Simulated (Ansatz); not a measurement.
The start is a relaxed Si2W cell, doubled along one cell vector, shaken by Gaussian noise of σ = 0.08 Å a coordinate. Cell shape, volume and atoms are optimised at zero target pressure with PBEsol (plane waves to 420 eV, PAW, scalar-relativistic; Ansatz, a quantum-chemistry and plane-wave program). The first steps use a coarse 7×4×7 k-mesh.

The start:
```
Si2W
1.0
    1.71164    -7.63646     0.00000
    3.42327    15.27292     0.00000
    0.00000     0.00000     3.35678
Si W
8 4
Direct
  0.92366   0.02727   0.73452
  0.90925   0.52527   0.76885
  0.04240   0.46299   0.25108
  0.06062   0.97332   0.24515
  0.25630   0.38080   0.75355
  0.24834   0.87710   0.75158
  0.70391   0.10622   0.28423
  0.78763   0.63639   0.23536
  0.59637   0.18064   0.72283
  0.59688   0.68006   0.76377
  0.39428   0.31563   0.22893
  0.38365   0.81586   0.21727
```

What is the largest force in the starting geometry, and on which atom (counted from 1)?

About 3.5 eV/Å, on Si7 (atoms numbered as listed).

How much energy is released per atom?

0.49 eV/atom.

How does the volume change?

-3.0 %, from 14.63 to 14.18 Å³/atom.

Is the parent structure recovered?

It does not go back: it reaches P4/nmm (No. 129), 0.36 eV/atom below the parent.

How do the shortest distances between atoms change?

The closest pairs of elements (up to four, under 3.6 Å), start → end: Si–Si 2.22 → 2.37 Å; Si–W 2.34 → 2.54 Å; W–W 3.36 → 3.35 Å.

Is the relaxed structure metallic? Give its gap.

No gap (metallic).

Give the final cell and atomic positions.


```cif
data_Si4W2
_chemical_formula_sum 'Si4 W2'
_space_group_name_H-M_alt 'P4/nmm :1'
_space_group_IT_number 129
_space_group_name_Hall 'P 4ab 2ab -1ab'
_cell_length_a 3.35083
_cell_length_b 3.35083
_cell_length_c 7.57999
_cell_angle_alpha 90.000
_cell_angle_beta 90.000
_cell_angle_gamma 90.000
loop_
_space_group_symop_operation_xyz
  'x, y, z'
  '-y+1/2, x+1/2, z'
  '-x, -y, z'
  'y+1/2, -x+1/2, z'
  'x+1/2, -y+1/2, -z'
  '-y, -x, -z'
  '-x+1/2, y+1/2, -z'
  'y, x, -z'
  '-x+1/2, -y+1/2, -z'
  'y, -x, -z'
  'x+1/2, y+1/2, -z'
  '-y, x, -z'
  '-x, y, z'
  'y+1/2, x+1/2, z'
  'x, -y, z'
  '-y+1/2, -x+1/2, z'
loop_
_atom_site_label
_atom_site_type_symbol
_atom_site_symmetry_multiplicity
_atom_site_Wyckoff_symbol
_atom_site_fract_x
_atom_site_fract_y
_atom_site_fract_z
_atom_site_occupancy
Si1 Si 2 c 0.00000 0.50000 0.40265 1
Si2 Si 2 a 0.00000 0.00000 0.00000 1
W1 W 2 c 0.50000 0.00000 0.25243 1
```

Final values are on a 14×14×6 k-mesh of the relaxed cell. No spin polarisation in the result.

The relaxed structure here is a generated cell of Si2W: the first start was made by placing the elements on the sites of a structure type, and the end was not matched to a known phase here, so it may be hypothetical. Known forms of Si2W include space group No. 139.
